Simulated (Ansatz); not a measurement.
# BPd₂ + LuPd → LuBPd₃

All three solids are relaxed on PAW files, and every method takes those cells: LuBPd₃ in Pm-3m, a = 4.19 Å, b = 4.19 Å, c = 4.19 Å, α = 90.00°, β = 90.00°, γ = 90.00°, 8×8×8 k mesh, smearing 0.05 eV; BPd₂ in Pnnm, a = 4.65 Å, b = 5.05 Å, c = 3.09 Å, α = 90.00°, β = 90.00°, γ = 90.00°, 7×7×11 k mesh, smearing 0.05 eV; LuPd in Pm-3m, a = 3.35 Å, b = 3.35 Å, c = 3.35 Å, α = 90.00°, β = 90.00°, γ = 90.00°, 11×11×11 k mesh, smearing 0.05 eV.

The product's cell, then the reactants':

```
CELL_PARAMETERS angstrom
4.18787 0.00000 0.00000
0.00000 4.18787 0.00000
0.00000 0.00000 4.18787
ATOMIC_POSITIONS crystal
Lu 0.00000 0.00000 0.00000
B 0.50000 0.50000 0.50000
Pd 0.00000 0.50000 0.50000
Pd 0.50000 0.00000 0.50000
Pd 0.50000 0.50000 0.00000
```

```
CELL_PARAMETERS angstrom
4.65122 0.00000 0.00000
0.00000 5.04855 0.00000
0.00000 0.00000 3.09223
ATOMIC_POSITIONS crystal
B 0.00000 0.00000 0.00000
B 0.50000 0.50000 0.50000
Pd 0.25141 0.34481 0.00000
Pd 0.74859 0.65519 0.00000
Pd 0.75141 0.15519 0.50000
Pd 0.24859 0.84481 0.50000
```

```
Lu Pd
1.0
     3.34868    0.00000    0.00000
     0.00000    3.34868    0.00000
     0.00000    0.00000    3.34868
Lu Pd
1 1
Cartesian
  0.0000 0.0000 0.0000
  1.6743 1.6743 1.6743
```

Level of theory: DFT with LDA, scalar-relativistic, in Ansatz 0.2.0; no spin polarisation. LAPW: all electrons, basis error target 0.5 meV/atom; PAW: frozen-core files, cutoff 420 eV.

Energies are at zero smearing and zero temperature. The structures come from databases; a reactant may be hypothetical or may itself decompose, and needn't be the lowest polymorph.

Spin–orbit coupling is left out, which matters for the heavy atoms. The PAW files were made under PBE.

Question: What is the reaction energy per atom of the product, by each method?

Answer: LAPW -94.2 meV/atom; PAW -94.2 meV/atom. The product is favoured against these reactants.

Question: How does the volume change, and what would pressure do?

Answer: It changes by -0.6 %, so pressure favours the product.
